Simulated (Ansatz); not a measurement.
Input, command and steps of an Ansatz relaxation.

```yaml
crystal:
  lattice:
    - [2.0794582004, -5.4866785626, 0.0]
    - [2.0794582004, 5.4866785626, 0.0]
    - [0.0, 0.0, 4.1308156143]
  atoms:
    - { symbol: Bi, position: [0.854, 0.146, 0.75] }
    - { symbol: Bi, position: [0.146, 0.854, 0.25] }
    - { symbol: P, position: [0.55, 0.45, 0.75] }
    - { symbol: P, position: [0.45, 0.55, 0.25] }
basis:
  ecutwfc: 420
kpoints:
  mp_grid: { grid: [4, 4, 4] }
hamiltonian:
  xc: pbe
scf:
  occupations: { method: gaussian, width: 0.1 }
  lower_state_search: "off"
output:
  forces: true
  stress: true
  eigenvalues: true
relax:
  adjacent_minimum: "off"
  f_tol: 0.04
  max_steps: 70
  cell: { stress_tol: 0.4 }
```

```bash
ansatz run input.yaml --threads 1 --pin off --max-ram 2560MiB --backend cpu --events-out ev --progress --plain --runs-dir out
```

The calculation used DFT PBE, scalar-relativistic, plane waves, PAW (Ansatz).

Of 16 frames 10 are shown, positions in Å and forces in eV/Å; the SCF threshold varies from step to step. Steps run on the plane waves of an earlier cell, with a Pulay correction in the pressure. The basis is chosen afresh for the last frame, the zero of the energies, and at times for earlier ones too; energy and pressure step there, also at an unchanged geometry. Here that happened at step 14 (-4 meV/atom, 0.3 GPa); the frames before carry an error of that size.

```xyz
4
Lattice="2.0795 -5.4867 0.0000 2.0795 5.4867 0.0000 0.0000 0.0000 4.1308" Properties=species:S:1:pos:R:3:forces:R:3 pbc="T T T" step=1 free_energy_over_end_meV_per_atom=268.11 pressure_GPa=2.73
Bi    2.0795   -3.8846    3.0981    0.0000    0.5725    0.0000
Bi    2.0795    3.8846    1.0327    0.0000   -0.5725    0.0000
P     2.0795   -0.5487    3.0981    0.0000   -0.0305    0.0000
P     2.0795    0.5487    1.0327    0.0000    0.0305    0.0000
4
Lattice="1.9679 -5.3955 0.0000 1.9679 5.3955 0.0000 0.0000 0.0000 4.5355" Properties=species:S:1:pos:R:3:forces:R:3 pbc="T T T" step=3 free_energy_over_end_meV_per_atom=113.06 pressure_GPa=0.15
Bi    1.9679   -3.5727    3.4016    0.0000    0.2742    0.0000
Bi    1.9679    3.5727    1.1339    0.0000   -0.2742    0.0000
P     1.9679   -0.3857    3.4016    0.0000    0.1301    0.0000
P     1.9679    0.3857    1.1339    0.0000   -0.1301    0.0000
4
Lattice="1.9208 -5.4145 0.0000 1.9208 5.4145 0.0000 0.0000 0.0000 4.5980" Properties=species:S:1:pos:R:3:forces:R:3 pbc="T T T" step=4 free_energy_over_end_meV_per_atom=99.40 pressure_GPa=0.13
Bi    1.9208   -3.4545    3.4485    0.0000    0.0828    0.0000
Bi    1.9208    3.4545    1.1495    0.0000   -0.0828    0.0000
P     1.9208   -0.3397    3.4485    0.0000    0.1074    0.0000
P     1.9208    0.3397    1.1495    0.0000   -0.1074    0.0000
4
Lattice="2.0162 -5.3812 0.0000 2.0162 5.3812 0.0000 0.0000 0.0000 4.5604" Properties=species:S:1:pos:R:3:forces:R:3 pbc="T T T" step=6 free_energy_over_end_meV_per_atom=87.07 pressure_GPa=-0.10
Bi    2.0162   -3.2902    3.4203    0.0000    0.0204    0.0000
Bi    2.0162    3.2902    1.1401    0.0000   -0.0204    0.0000
P     2.0162   -0.2462    3.4203    0.0000   -0.0779    0.0000
P     2.0162    0.2462    1.1401    0.0000    0.0779    0.0000
4
Lattice="2.2160 -5.1072 0.0000 2.2160 5.1072 0.0000 0.0000 0.0000 4.5212" Properties=species:S:1:pos:R:3:forces:R:3 pbc="T T T" step=8 free_energy_over_end_meV_per_atom=52.96 pressure_GPa=1.72
Bi    2.2160   -2.9256    3.3909    0.0000    0.2013    0.0000
Bi    2.2160    2.9256    1.1303    0.0000   -0.2013    0.0000
P     2.2160   -0.1552    3.3909    0.0000   -0.3608    0.0000
P     2.2160    0.1552    1.1303    0.0000    0.3608    0.0000
4
Lattice="2.3174 -5.1241 0.0000 2.3174 5.1241 0.0000 0.0000 0.0000 4.5583" Properties=species:S:1:pos:R:3:forces:R:3 pbc="T T T" step=9 free_energy_over_end_meV_per_atom=33.21 pressure_GPa=0.90
Bi    2.3174   -2.8182    3.4187    0.0000   -0.0603    0.0000
Bi    2.3174    2.8182    1.1396    0.0000    0.0603    0.0000
P     2.3174   -0.1710    3.4187    0.0000   -0.0466    0.0000
P     2.3174    0.1710    1.1396    0.0000    0.0466    0.0000
4
Lattice="2.3853 -5.5226 0.0000 2.3853 5.5226 0.0000 0.0000 0.0000 4.4786" Properties=species:S:1:pos:R:3:forces:R:3 pbc="T T T" step=11 free_energy_over_end_meV_per_atom=6.57 pressure_GPa=-0.73
Bi    2.3853   -2.8954    3.3590    0.0000    0.1356    0.0000
Bi    2.3853    2.8954    1.1197    0.0000   -0.1356    0.0000
P     2.3853   -0.2009    3.3590    0.0000   -0.1754    0.0000
P     2.3853    0.2009    1.1197    0.0000    0.1754    0.0000
4
Lattice="2.3627 -5.5381 0.0000 2.3627 5.5381 0.0000 0.0000 0.0000 4.4745" Properties=species:S:1:pos:R:3:forces:R:3 pbc="T T T" step=13 free_energy_over_end_meV_per_atom=5.01 pressure_GPa=0.03
Bi    2.3627   -2.8751    3.3559    0.0000    0.0015    0.0000
Bi    2.3627    2.8751    1.1186    0.0000   -0.0015    0.0000
P     2.3627   -0.2065    3.3559    0.0000   -0.0120    0.0000
P     2.3627    0.2065    1.1186    0.0000    0.0120    0.0000
4
Lattice="2.3627 -5.5381 0.0000 2.3627 5.5381 0.0000 0.0000 0.0000 4.4745" Properties=species:S:1:pos:R:3:forces:R:3 pbc="T T T" step=14 free_energy_over_end_meV_per_atom=0.60 pressure_GPa=0.28
Bi    2.3627   -2.8751    3.3559    0.0000    0.0023    0.0000
Bi    2.3627    2.8751    1.1186    0.0000   -0.0023    0.0000
P     2.3627   -0.2065    3.3559    0.0000   -0.0123    0.0000
P     2.3627    0.2065    1.1186    0.0000    0.0123    0.0000
4
Lattice="2.3831 -5.5509 0.0000 2.3831 5.5509 0.0000 0.0000 0.0000 4.4682" Properties=species:S:1:pos:R:3:forces:R:3 pbc="T T T" step=16 free_energy_over_end_meV_per_atom=0.00 pressure_GPa=0.11
Bi    2.3831   -2.8759    3.3511    0.0000    0.0115    0.0000
Bi    2.3831    2.8759    1.1170    0.0000   -0.0115    0.0000
P     2.3831   -0.2081    3.3511    0.0000   -0.0090    0.0000
P     2.3831    0.2081    1.1170    0.0000    0.0090    0.0000
```

The start puts this composition into another compound's structure type, which needn't suit it. At the end the space group is Cmcm (tolerance 0.05 Å).

It took 28 s on 1 thread of Intel(R) Xeon(R) 6975P-C (Granite Rapids), with other jobs on the host, peak memory 0.43 GiB.

The k mesh is coarse. Spin–orbit coupling is left out, which can shift energies with elements as heavy as these.